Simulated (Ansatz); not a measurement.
# Does relaxation matter for the field gradients of PbSe with Cu replacing Pb?

Start: a supercell of PbSe (rock salt type, Fm-3m) built from a COD entry, with all atoms left at the host's positions.

```
Cu Pb Se
1.0
     0.00000    9.18195    9.18195
     9.18195    0.00000    9.18195
     9.18195    9.18195    0.00000
Cu Pb Se
1 26 27
Direct
  0.00000 0.00000 0.00000
  0.00000 0.00000 0.33333
  0.00000 0.00000 0.66667
  0.00000 0.33333 0.00000
  0.00000 0.33333 0.33333
  0.00000 0.33333 0.66667
  0.00000 0.66667 0.00000
  0.00000 0.66667 0.33333
  0.00000 0.66667 0.66667
  0.33333 0.00000 0.00000
  0.33333 0.00000 0.33333
  0.33333 0.00000 0.66667
  0.33333 0.33333 0.00000
  0.33333 0.33333 0.33333
  0.33333 0.33333 0.66667
  0.33333 0.66667 0.00000
  0.33333 0.66667 0.33333
  0.33333 0.66667 0.66667
  0.66667 0.00000 0.00000
  0.66667 0.00000 0.33333
  0.66667 0.00000 0.66667
  0.66667 0.33333 0.00000
  0.66667 0.33333 0.33333
  0.66667 0.33333 0.66667
  0.66667 0.66667 0.00000
  0.66667 0.66667 0.33333
  0.66667 0.66667 0.66667
  0.16667 0.16667 0.16667
  0.16667 0.16667 0.50000
  0.16667 0.16667 0.83333
  0.16667 0.50000 0.16667
  0.16667 0.50000 0.50000
  0.16667 0.50000 0.83333
  0.16667 0.83333 0.16667
  0.16667 0.83333 0.50000
  0.16667 0.83333 0.83333
  0.50000 0.16667 0.16667
  0.50000 0.16667 0.50000
  0.50000 0.16667 0.83333
  0.50000 0.50000 0.16667
  0.50000 0.50000 0.50000
  0.50000 0.50000 0.83333
  0.50000 0.83333 0.16667
  0.50000 0.83333 0.50000
  0.50000 0.83333 0.83333
  0.83333 0.16667 0.16667
  0.83333 0.16667 0.50000
  0.83333 0.16667 0.83333
  0.83333 0.50000 0.16667
  0.83333 0.50000 0.50000
  0.83333 0.50000 0.83333
  0.83333 0.83333 0.16667
  0.83333 0.83333 0.50000
  0.83333 0.83333 0.83333
```

Sites (sets of like atoms) are named by element and the number of their first atom in this list.

Computed with Ansatz: DFT, PBE, plane waves and PAW, scalar-relativistic, 420 eV cutoff, Γ-centred 2×2×2 k-points, Fermi–Dirac smearing 0.01 eV, cell charge -1.

The largest force at the start is 0.43 eV/Å. Relaxing the ions at fixed cell moves them by 0.249 Å at most (atom 30, Se) and 0.090 Å rms.

| site | atom | moved (Å) | first shell before | first shell after | V_zz before (10²¹ V/m²) | η before |
| --- | --- | --- | --- | --- | --- | --- |
| Cu | 1 | 0.000 | 6 Se at 3.06 Å | 6 Se at 2.81 Å | 0.00 | – |
| Pb2 | 2 | 0.057 | 6 Se at 3.06 Å | 6 Se at 3.03–3.10 Å | 2.12 | 0.78 |
| Pb5 | 5 | 0.015 | 6 Se at 3.06 Å | 6 Se at 3.05–3.07 Å | 0.057 | 0.00 |
| Pb15 | 15 | 0.068 | 6 Se at 3.06 Å | 6 Se at 3.06–3.24 Å | -4.05 | 0.00 |
| Se28 | 28 | 0.002 | 6 Pb at 3.06 Å | 6 Pb at 3.06–3.07 Å | -0.12 | 0.00 |
| Se30 | 30 | 0.249 | 5 Pb at 3.06 Å, 1 Cu at 3.06 Å | 1 Cu at 2.81 Å, 5 Pb at 3.03–3.24 Å | -1.58 | 0.00 |
| Se32 | 32 | 0.001 | 6 Pb at 3.06 Å | 6 Pb at 3.05–3.10 Å | 0.78 | 0.12 |

(1) How do the gradients change?

Answers

(1) 

| site | atom | V_zz after | η after | change of V_zz |
| --- | --- | --- | --- | --- |
| Cu | 1 | 0.00 | – | 0.00 |
| Pb2 | 2 | -1.82 | 0.53 | – |
| Pb5 | 5 | 0.091 | 0.00 | +0.03 |
| Pb15 | 15 | 4.03 | 0.00 | +8.08 |
| Se28 | 28 | 0.60 | 0.00 | +0.72 |
| Se30 | 30 | -1.89 | 0.00 | -0.31 |
| Se32 | 32 | -2.03 | 0.10 | – |

The largest change of V_zz along a kept axis is on Pb15, from -4.05 to 4.03. In per cent, |V_zz| changes by +20 on Se (all sites that start above 0.5, bar those whose gradient vanishes or changes sign or whose main axis turns by over 40°). V_zz changes sign on Pb15 (same axis), Se28 (same axis). On Pb2, Se32 the largest principal value lies along another axis in the second run, so the two V_zz can't be compared directly. Other sites without a gradient aren't listed.

The defect repeats with the cell of 54 atoms, so it feels its images: sites between two images don't show the values beside a lone defect, and zeros or small values of η there can come from the images' arrangement. A uniform background compensates the cell's charge. Spin–orbit coupling is left out, which shifts gradients on Pb by a few per cent in wide-gap crystals, and can shift them far more where the calculated gap is small or absent, as here. With a gap of 0.4 eV on this mesh, small gradients can still move by 0.1 × 10²¹ V/m² or more as the k-mesh gets denser.
Before: The neighbours have not yet relaxed around the defect (largest force 0.43 eV/Å), so a real crystal will differ.
After: The relaxation keeps the site symmetry m-3m of the start, so the impurity can't leave its site; a start off the site could end lower.
